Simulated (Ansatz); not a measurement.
Fields on a plane of Ge (diamond)

```
Ge
1.0
    0.00000     2.88084     2.88084
    2.88084     0.00000     2.88084
    2.88084     2.88084     0.00000
Ge
2
Direct
  0.50000   0.50000   0.50000
  0.75000   0.75000   0.75000
```

The slice is a {111} plane (indices of the conventional cell) through the point (0.500, 0.500, 0.500) (fractional), spanned by u = [100] and v = [-1 2 0] in vectors of this cell: u (4.07 Å) and v (7.06 Å, at 90° to u). It covers one period; positions are fractions (u, v).

Atoms on it: Ge at (0.00, 0.00); Ge at (0.50, 0.50). Other atoms lie within 1 Å of the plane.

Computed with PBE (plane waves to 420 eV, PAW, scalar-relativistic; Ansatz, a quantum-chemistry and plane-wave program). k mesh 14×14×14. Inside the PAW spheres the values are not all-electron values, and peaks at nuclei hang on which shells count as valence. Ge was relaxed with its symmetry unable to fall.

```
v \ u  0.00  0.12  0.25  0.38  0.50  0.62  0.75  0.88
-----  ----  ----  ----  ----  ----  ----  ----  ----
0.93    0.6   0.0  -0.6  -1.1  -1.3  -1.1  -0.6   0.0
0.86   -0.3  -0.5  -0.9  -1.4  -1.6  -1.4  -0.9  -0.5
0.79   -0.5  -0.6  -1.0  -1.4  -1.5  -1.3  -1.0  -0.6
0.71   -0.3  -0.5  -0.8  -1.0  -1.1  -1.0  -0.8  -0.5
0.64   -0.2  -0.4  -0.5  -0.5  -0.5  -0.5  -0.5  -0.4
0.57   -0.5  -0.5  -0.4   0.0   0.6   0.0  -0.4  -0.5
0.50   -0.9  -0.8  -0.4   0.6   1.8   0.6  -0.4  -0.8
0.43   -1.3  -1.1  -0.6   0.0   0.6   0.0  -0.6  -1.1
0.36   -1.6  -1.4  -0.9  -0.5  -0.3  -0.5  -0.9  -1.4
0.29   -1.5  -1.3  -1.0  -0.6  -0.5  -0.6  -1.0  -1.4
0.21   -1.1  -1.0  -0.8  -0.5  -0.3  -0.5  -0.8  -1.0
0.14   -0.5  -0.5  -0.5  -0.4  -0.2  -0.4  -0.5  -0.5
0.07    0.6   0.0  -0.4  -0.5  -0.5  -0.5  -0.4   0.0
0.00    1.8   0.6  -0.4  -0.8  -0.9  -0.8  -0.4   0.6
```

Values: log₁₀ of the valence density in e/Å³. The scale is logarithmic, as a density can span decades between atoms and voids.

```tsv
v \ u	0.00	0.12	0.25	0.38	0.50	0.62	0.75	0.88
0.93	x	x	-0.1	5.6	6.5	5.6	-0.1	x
0.86	<-2.0	-0.4	4.5	6.5	6.9	6.5	4.5	-0.3
0.79	0.5	2.5	5.3	6.6	6.8	6.6	5.3	2.5
0.71	x	<-2.0	3.8	5.4	5.2	5.4	3.8	<-2.0
0.64	x	x	2.2	-0.3	<-2.0	-0.2	2.2	x
0.57	-2.0	0.8	-0.6	x	x	x	-0.6	0.8
0.50	4.7	4.3	<-2.0	x	x	x	<-2.0	4.3
0.43	6.5	5.6	-0.1	x	x	x	-0.1	5.6
0.36	6.9	6.5	4.5	-0.3	<-2.0	-0.4	4.5	6.5
0.29	6.8	6.6	5.3	2.5	0.5	2.5	5.3	6.6
0.21	5.2	5.4	3.8	<-2.0	x	<-2.0	3.8	5.4
0.14	<-2.0	-0.2	2.2	x	x	x	2.2	-0.3
0.07	x	x	-0.6	0.8	-2.0	0.8	-0.6	x
0.00	x	x	<-2.0	4.3	4.7	4.3	<-2.0	x
```

Values: electrostatic potential energy of an electron, from the cell's mean, in eV. Points within 1 Å of a nucleus are blanked (x), as the pseudised field means little there. Values under -2 eV are set to -2. The zero, the cell's mean, hangs on the PAW cores.
